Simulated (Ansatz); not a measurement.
**MnS: the volume at rest**

MnS in an antiferromagnetic state, starting from this typed cell of 17.78 Å³ an atom.

```
Mn S
1.0
     5.22000    2.61000    2.61000
     2.61000    5.22000    2.61000
     2.61000    2.61000    5.22000
Mn S
2 2
Direct
  0.00000 0.00000 0.00000
  0.50000 0.50000 0.50000
  0.25000 0.25000 0.25000
  0.75000 0.75000 0.75000
```

Computed with Ansatz (plane-wave DFT, scalar-relativistic): k mesh 4×4×4; fixed occupations; collinear spin from start moments 5.0, -5.0, 0.0, 0.0 μB (atoms as listed). Cell and atoms are relaxed to zero stress with the symmetry kept and no dispersion correction.

Caveats: coarse k mesh.

Question: What volume results under PBE, and how much do the potentials matter?

Answer: 
```tsv
functional	potentials	cutoff (eV)	volume (Å³/atom)	change (%)
PBE	Ansatz generated PAW	420	16.97	-4.5
PBE	Ansatz hand-made PAW	720	16.97	-4.6
PBE	JTH PAW	1290	17.00	-4.4
PBE	Ansatz norm-conserving	1306	16.96	-4.6
```
